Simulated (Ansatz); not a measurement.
AlGa$_{3}$N$_{4}$:
```cif
data_AlGa3N4
_chemical_formula_sum 'Al1 Ga3 N4'
_space_group_name_H-M_alt 'P 1'
_space_group_IT_number 1
_cell_length_a 4.46535
_cell_length_b 4.46535
_cell_length_c 4.46535
_cell_angle_alpha 90.000
_cell_angle_beta 90.000
_cell_angle_gamma 90.000
loop_
_space_group_symop_operation_xyz
  'x, y, z'
loop_
_atom_site_label
_atom_site_type_symbol
_atom_site_fract_x
_atom_site_fract_y
_atom_site_fract_z
_atom_site_occupancy
Al1 Al 0.00000 0.00000 0.00000 1
Ga1 Ga 0.50000 0.50000 0.00000 1
Ga2 Ga 0.00000 0.50000 0.50000 1
Ga3 Ga 0.50000 0.00000 0.50000 1
N1 N 0.75535 0.75535 0.24465 1
N2 N 0.75535 0.24465 0.75535 1
N3 N 0.24465 0.24465 0.24465 1
N4 N 0.24465 0.75535 0.75535 1
```

Relaxed with r²SCAN. DFT-r²SCAN in the program Ansatz with PAW potentials gives a gap of 2.82 eV.

Question: What gap does HSE06 give on the same cell (Ansatz, PAW)?

Answer: 3.63 eV, 0.81 eV more. The hybrid was solved on a coarser mesh and at special points; the gap given is the minimum over both.

```
k  v1 r²SCAN  c1 r²SCAN    v1 HSE06    c1 HSE06
-  ---------  ---------  ----------  ----------
Γ       0.00       2.82        0.00        3.63
R      -0.69       5.59  (withheld)  (withheld)
M      -0.62       7.33  (withheld)  (withheld)
X      -1.21       5.45  (withheld)  (withheld)
```

Question: Top valence (v1) and lowest conduction level (c1) in eV from each method's valence maximum (which need not be a listed point): supply the withheld HSE06 values.

Answer: 
- X, v1 HSE06: -1.27
- X, c1 HSE06: 6.25
- R, v1 HSE06: -0.71
- R, c1 HSE06: 6.49
- M, v1 HSE06: -0.64
- M, c1 HSE06: 8.32

Cost on shared cores: the r²SCAN run (SCF on a 6×6×6 mesh, then bands and DOS) very roughly 2.0 core-minutes, the HSE06 run (SCF on 4×4×4, then a few points) about 3 core-minutes (a rough figure); the tasks are unlike.

Space group P-43m. The first step of the workflow began from a Materials Project structure, measured or hypothetical; the Crystallography Open Database copy checked does not list it. With Al and Ga taken as one species the cell has the higher symmetry F-43m, so it may be an ordered model of a mixed-site phase. Its standing as an ambient phase is unchecked. The r²SCAN relaxation kept the symmetry of its start; whether a distortion lowers the energy is not shown. Spin–orbit coupling is left out wherever it is not named.

Potentials: the later of the program's two PAW sets.
